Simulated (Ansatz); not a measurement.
Relaxation of a relaxed Rh cell, doubled along one cell vector, shaken by Gaussian noise of σ = 0.08 Å a coordinate; 4 atoms in the cell, which starts as P1 (No. 1), aP4; a = 2.7021 Å, b = 4.3549 Å, c = 4.6802 Å, α = β = γ = 90.00°. Calculation: r2SCAN (plane waves to 500 eV, PAW, scalar-relativistic; Ansatz, a quantum-chemistry and plane-wave program). Γ-centred k-mesh 7×14×8 on the run's cell (coarser than for final values), Fermi–Dirac smearing 0.05 eV. This is the first round of the run. 

The optimiser's lines from the output (shortened; P is positive under compression):

```
relax step   1: F+E_penalty+E_count = -25660.81765660 eV  Δ(F+E_penalty+E_count) = +0.000e0 eV  max|allowed force component| = 1.354e0 eV/Å  Δτ_max = 0.0000 Å  P = +3.499 GPa  Ω = 55.074 Å³  (11 SCF iters, dr2 threshold 1.00e-7 eV, accepted)
relax step   2: F+E_penalty+E_count = -25661.08543600 eV  Δ(F+E_penalty+E_count) = -2.678e-1 eV  max|allowed force component| = 2.480e-1 eV/Å  Δτ_max = 0.1391 Å  P = +2.940 GPa  Ω = 54.536 Å³  (10 SCF iters, dr2 threshold 4.00e-7 eV, accepted)
relax step   3: F+E_penalty+E_count = -25661.07392501 eV  Δ(F+E_penalty+E_count) = +1.151e-2 eV  max|allowed force component| = 1.904e-3 eV/Å  Δτ_max = 0.0221 Å  P = -6.538 GPa  Ω = 56.465 Å³  (10 SCF iters, dr2 threshold 4.00e-7 eV, rejected (line search))
relax step   4: F+E_penalty+E_count = -25661.10394489 eV  Δ(F+E_penalty+E_count) = -1.851e-2 eV  max|allowed force component| = 2.201e-2 eV/Å  Δτ_max = 0.0200 Å  P = +0.190 GPa  Ω = 55.038 Å³  (12 SCF iters, accepted)
relax step   5: F+E_penalty+E_count = -25661.10423000 eV  Δ(F+E_penalty+E_count) = -2.851e-4 eV  max|allowed force component| = 5.064e-4 eV/Å  Δτ_max = 0.0019 Å  P = -0.000 GPa  Ω = 55.076 Å³  (7 SCF iters, dr2 threshold 4.00e-7 eV, accepted)
relax step   6: F+E_penalty+E_count = -25661.10424524 eV  Δ(F+E_penalty+E_count) = -1.524e-5 eV  max|allowed force component| = 3.441e-5 eV/Å  Δτ_max = 0.0001 Å  P = +0.000 GPa  Ω = 55.076 Å³  (6 SCF iters, dr2 threshold 1.91e-8 eV, accepted)
relax step   7: F+E_penalty+E_count = -25661.10424554 eV  Δ(F+E_penalty+E_count) = -2.928e-7 eV  max|allowed force component| = 4.066e-5 eV/Å  Δτ_max = 0.0000 Å  P = -0.004 GPa  Ω = 55.076 Å³  stress off target by 6.25e-3 GPa  SCF on the basis re-selected at this cell (its energy is not comparable with the rows above)  (6 SCF iters)
```

From the first to the last row the energy changes by -0.07 eV/atom and the volume by 0.0 %. The last row is marked as not comparable with the walk above it, whose basis was carried along; it does compare with step 1, since both stand on a basis selected at the nominal cutoff for their own cell.

Step 3 was rejected by the optimiser.

Later rounds, restarted from the end of this one on a renewed k-mesh, logged 4 more steps and released under 0.01 eV/atom more. The final structure after all rounds: P6₃/mmc (No. 194), hP2, hcp (Mg type); a = 2.7021 Å, b = 2.7021 Å, c = 4.3549 Å, α = 90.00°, β = 90.00°, γ = 120.00°. Between re-selections the logged energies stand on a plane-wave basis carried along with the cell. No spin polarisation in the result.

The relaxed structure here is a generated cell of Rh: the first start was made by placing the elements on the sites of a structure type, and the end was not matched to a known phase here, so it may be hypothetical. Known forms of Rh include space group No. 225.
